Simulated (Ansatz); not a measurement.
Independent-particle absorption of SnSe$_{2}$ (P-3m1, a = 3.839 Å, b = 3.839 Å, c = 6.011 Å, α = 90.00°, β = 90.00°, γ = 120.00°), no local fields or excitons, 0.1 eV broadening. Level of theory: DFT PBE+D3(BJ), scalar-relativistic, plane waves, PAW in Ansatz 0.2.0.

Plane waves to 420 eV, a k mesh through Γ of 12×12×6 on the computed 3-atom cell and Gaussian smearing (0.02 eV); no spin polarisation. The spectrum is summed on a 18×18×9 mesh.

```xyz
3
Lattice="3.8388 0.0000 0.0000 -1.9194 3.3245 0.0000 0.0000 0.0000 6.0110" Properties=species:S:1:pos:R:3 pbc="T T T"
Sn    0.0000    0.0000    0.0000
Se    0.0000    2.2163    1.5936
Se    1.9194    1.1082    4.4174
```

```tsv
photon energy (eV)	ε2,zz
0.0	0.00
0.2	0.00
0.6	0.00
0.8	0.28
1.2	4.09
1.4	13.23
1.8	16.64
2.0	17.22
2.4	9.84
2.6	7.06
3.0	6.34
3.2	4.32
3.6	4.91
3.8	6.80
4.2	9.54
4.4	15.66
4.8	19.60
5.0	17.40
5.4	15.69
5.6	12.63
6.0	8.50
6.2	7.21
6.6	5.03
6.8	3.81
7.2	2.83
7.4	2.54
7.8	2.62
8.0	3.72
8.4	5.38
8.6	5.53
9.0	3.92
9.2	3.38
9.6	2.68
9.8	2.62
10.2	1.92
10.4	1.68
```

The strongest peak lies near 4.6 eV. ε∞ (xx, yy, zz) = 13.9, 13.9, 15.3.

Cost: 1 run of about 5.5 core-minutes, on Arm Neoverse V1 (shared hosts).